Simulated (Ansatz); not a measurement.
Data:

WS₂:
```
WS2
1.0
    5.94071     0.00000     0.00000
    0.00000     5.89843     0.00000
    0.00000     0.00000     5.83896
W S
4 8
Direct
  0.06453   0.26595   0.24012
  0.93547   0.73405   0.74012
  0.43547   0.26595   0.74012
  0.56453   0.73405   0.24012
  0.38679   0.07642   0.38243
  0.61321   0.92358   0.88243
  0.11321   0.07642   0.88243
  0.88679   0.92358   0.38243
  0.76859   0.44371   0.49045
  0.23141   0.55629   0.99045
  0.73141   0.44371   0.99045
  0.26859   0.55629   0.49045
```

This is the PBE-relaxed structure.

Task: All from PBE (plane waves, PAW; program Ansatz), unless another level is named. Estimate the electronic character.

Result: metallic (no gap).

Task: Predict the formation energy from the elements (no fitted shifts).

Result: -208 meV/atom.

Task: Give the density of states at the Fermi level.

Result: 0.13 states/eV per atom (mean over ±0.08 eV).

Space group Pca2_1. The start of the workflow was typed in or built on a structure type; neither database checked (COD, Materials Project) lists it. It is not the phase usual at ambient conditions (space group No. 194). The cell was relaxed with PBE under the symmetry of its start; its stability against distortions is not shown here. The workflow began spin-polarised and lost its moments. The references are the lowest solids computed at this level, not always the standard phases. Scalar-relativistic: spin–orbit coupling is off unless named, which matters more the heavier the elements.

Potentials: the earlier of the program's two PAW sets.
